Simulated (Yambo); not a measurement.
Yambo run on Ba2SrWO6 (space group C2/m, No. 12). The wavefunctions are norm-conserving PBEsol (Quantum ESPRESSO, 84 Ry, scalar-relativistic) ones on a 2×2×2 mesh (40 occupied bands); a = 6.1155 Å, b = 6.1155 Å, c = 6.2143 Å, α = 119.69°, β = 119.69°, γ = 60.09°.

Yambo input:

```
rim_cut
gw0
dyson
el_el_corr
HF_and_locXC
cohsex
em1s
RandQpts= 1000000
RandGvec= 1 Ry
EXXRLvcs= 84 Ry
VXCRLvcs= 336 Ry
Chimod= "HARTREE"
% BndsRnXs
 2 | 314 |
%
NGsBlkXs= 8 Ry
% LongDrXs
 1.0 | 1.0 | 1.0 |
%
ExtendOut
% QPkrange
 2 | 2 | 40 | 40 |
 5 | 5 | 40 | 41 |
%
```

k points by index: 2 = (0, 0, -0.5), 5 = (-0.5, -0.5, 0).

Table of the .qp output:

```
#    K-point    Band    Eo [eV]    E [eV]    E-Eo [eV]    Vxc [eV]    Vnlxc [eV]    Sc|Eo [eV]    Re(Z)    Im(Z)
#
    2    40    0.000000    -2.459944    -2.459944    -19.12654    -24.12379    2.537305    1.000000    0.000000
    5    40    -0.126076    -2.591314    -2.465237    -19.12031    -24.10096    2.515411    1.000000    0.000000
    5    41    2.731982    2.591281    -0.140701    -15.02229    -9.619276    -5.543719    1.000000    0.000000
```
(The two width columns are left out.) Convergence of these settings isn't established.

Spin-orbit coupling is not included.

Geometry of the Materials Project entry, not relaxed at this level.

The structure is a Materials Project entry; no match was found in the copy of COD used, and its stability was not checked.
